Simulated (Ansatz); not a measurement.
AlN:
```xyz
4
Lattice="3.1138 0.0000 0.0000 -1.5569 2.6967 0.0000 0.0000 0.0000 4.9836" Properties=species:S:1:pos:R:3 pbc="T T T"
Al     1.5569     0.8989     0.0179
Al     0.0000     1.7978     2.5097
N      1.5569     0.8989     3.0978
N      0.0000     1.7978     0.6060
```

x, y and z are the axes in which the lattice vectors are written.

Task: Give the high-frequency dielectric tensor and the Born effective charge tensors of the independent atoms from DFPT, PBEsol (plane waves, PAW; program Ansatz).

Result: 
ε∞:
```
4.50  0.00  0.00
0.00  4.50  0.00
0.00  0.00  4.73
```
Z* of atom 1 (Al), rows: field, columns: displacement, in e:
```
2.53  0.00  0.00
0.00  2.53  0.00
0.00  0.00  2.69
```
Z* of atom 3 (N), rows: field, columns: displacement, in e:
```
-2.53   0.00   0.00
 0.00  -2.53   0.00
 0.00   0.00  -2.69
```

Space group P6_3mc (wurtzite). The cell was relaxed with PBEsol under the symmetry of its start.

Potentials: the later of the program's two PAW sets.
